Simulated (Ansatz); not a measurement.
**LaZn2Re2, a known structure type with other elements, at an estimated volume**

```yaml
crystal:
  lattice:
    - [0.00000, 4.25323, 0.00000]
    - [4.25323, 0.00000, 0.00000]
    - [2.12661, 2.12661, -5.45775]
  atoms:
    - { symbol: Re, position: [0.75000, 0.25000, 0.50000] }
    - { symbol: Re, position: [0.25000, 0.75000, 0.50000] }
    - { symbol: La, position: [0.00000, 0.00000, 0.00000] }
    - { symbol: Zn, position: [0.37800, 0.37800, 0.24400] }
    - { symbol: Zn, position: [0.62200, 0.62200, 0.75600] }
```

Single point in Ansatz 0.2.0 with r2SCAN, no spin polarisation. Cutoff 500 eV, PAW datasets, 9×9×9 Γ-centred k mesh, fermi-dirac filling (width 0.1 eV).

Q: Where is the largest force?

A: The largest is on Zn4 (and as large on other atoms): 0.91 eV/Å, components (0.00, 0.00, 0.91). It makes 123° with the line to a nearest neighbour, Re1 at 2.54 Å.

Q: What does the stress say?

A: The pressure is -5.5 GPa (compression positive), so with the atoms held at these fractions the cell would first shrink; the forces are large, so a full relaxation may end otherwise. The principal stresses -9.8, -9.8, 3.0 GPa differ, so its shape would change too.

Q: What do density and ELF say about some of the short contacts?

A: Re–Zn at 2.54 Å: least valence density 0.40 e/Å³ and ELF 0.33 there. Zn–Zn at 2.66 Å: least valence density 0.25 e/Å³ and ELF 0.37 there. La–Zn at 3.29 Å: least valence density 0.13 e/Å³ and ELF 0.12 there. Both are smooth PAW fields, read partly inside the augmentation spheres.

Q: Is there a gap?

A: It is a metal, with about 5.4 states/eV a cell as the mean within 0.25 eV of the Fermi level, mostly Re d (65 %) and La d (14 %).

Origin: a known structure type with other elements, at an estimated volume, so it need not be a known compound. Caveats: f levels without a U or exact exchange are poorly placed.
